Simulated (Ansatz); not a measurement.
Crystals of one structure type (zinc blende) and one family of elements, relaxed and computed with plane-wave PAW r²SCAN (Ansatz code).

| crystal | V (Å³/atom) | gap (eV) |
|---|---|---|
| BeS | 14.42 | 3.59 |
| CaO | 17.71 | 3.76 |
| BeTe | 22.63 | 2.38 |
| MgS | 22.69 | ? |

Fit a straight line to E_g against V and predict the withheld value.

Least squares on the 3 shown rows: E_g = -0.158 × V + (6.127), with a scatter of 0.31. For MgS this gives 2.54. The run itself gave 4.14, outside the scatter: the line misses something about this case.

Typed or built starts, not in the databases checked: CaO, zinc blende. Not the usual ambient phase: CaO, zinc blende. Standing as an ambient phase not checked: MgS, zinc blende. All cells were relaxed under the symmetry of their starts (and spin orders); stability against distortions was not tested throughout. Spin–orbit coupling is left out wherever it is not named.

Potentials: the later of the program's two PAW sets.
